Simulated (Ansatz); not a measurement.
BeTe:
```xyz
2
Lattice="0.0000 2.6799 2.6799 2.6799 0.0000 2.6799 2.6799 2.6799 0.0000" Properties=species:S:1:pos:R:3 pbc="T T T"
Be     0.0000     0.0000     0.0000
Te     2.6799     2.6799     2.6799
```

Relaxed with PBE. Special points in fractions of this cell's reciprocal vectors: Γ (0.000, 0.000, 0.000); X (0.500, 0.000, 0.500); U (0.625, 0.250, 0.625); K (0.375, 0.375, 0.750); L (0.500, 0.500, 0.500); W (0.500, 0.250, 0.750).

**Question.** List the band energies nearest the Fermi level at these points for DFT-PBE in the program Ansatz with PAW potentials.

**Answer.** In eV from the Fermi level; about four levels below and three above (degenerate sets whole), none deeper than 8.9 eV; points with the same levels are listed once.

| k | below | above |
|---|---|---|
| Γ | -0.26 -0.26 -0.26 | 3.06 6.28 6.28 6.28 |
| X | -6.04 -3.00 -3.00 -0.93 | 3.10 8.84 8.84 |
| U | -5.44 -4.99 -2.35 | 0.56 5.84 6.22 |
| L | -6.77 -0.25 -0.25 | 2.31 2.31 2.97 |
| W | -4.89 -4.89 -4.17 | 3.36 3.46 7.42 7.42 |

Space group Fm-3m (rock salt). The start of the workflow was typed in or built on a structure type; neither database checked (COD, Materials Project) lists it. COD files the formula under space group No. 216, so this cell is another polymorph or a model. Its standing as an ambient phase is unchecked. The cell was relaxed with PBE under the symmetry of its start; whether a distortion lowers the energy is not shown. Its formation energy is positive at this level, so the cell may be metastable or incomplete. Spin–orbit coupling is left out wherever it is not named.

Potentials: the later of the program's two PAW sets.
